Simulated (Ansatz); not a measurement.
H4BrN:
```
H4BrN
1.0
    5.69247     0.00000     0.00000
    0.00000     5.69247     0.00000
    0.00000     0.00000     4.05434
H Br N
8 2 2
Direct
  0.00000   0.85184   0.85338
  0.64816   0.50000   0.85338
  0.00000   0.14816   0.85338
  0.35184   0.50000   0.85338
  0.50000   0.64816   0.14662
  0.14816   0.00000   0.14662
  0.50000   0.35184   0.14662
  0.85184   0.00000   0.14662
  0.00000   0.50000   0.53132
  0.50000   0.00000   0.46868
  0.00000   0.00000   0.00000
  0.50000   0.50000   0.00000
```

Relaxed with r²SCAN+D4.

**Question.** Give the Bader charges and basin volumes of the independent atoms, DFT-r²SCAN+D4 in the program Ansatz with PAW potentials.

**Answer.** 

```json
[
 {"atom": "H1", "Bader charge (e)": "+0.48", "Bader volume (Å³)": "3.0"},
 {"atom": "Br9", "Bader charge (e)": "-0.75", "Bader volume (Å³)": "38.2"},
 {"atom": "N11", "Bader charge (e)": "-1.16", "Bader volume (Å³)": "15.5"}
]
```

Space group P4/nmm. The first step of the workflow began from a Materials Project structure, measured or hypothetical; the Crystallography Open Database files this formula in space group No. 129, but the cells were not matched. Its standing as an ambient phase is unchecked. The r²SCAN+D4 relaxation kept the symmetry of its start; its stability against distortions is not shown here.

Potentials: the later of the program's two PAW sets.
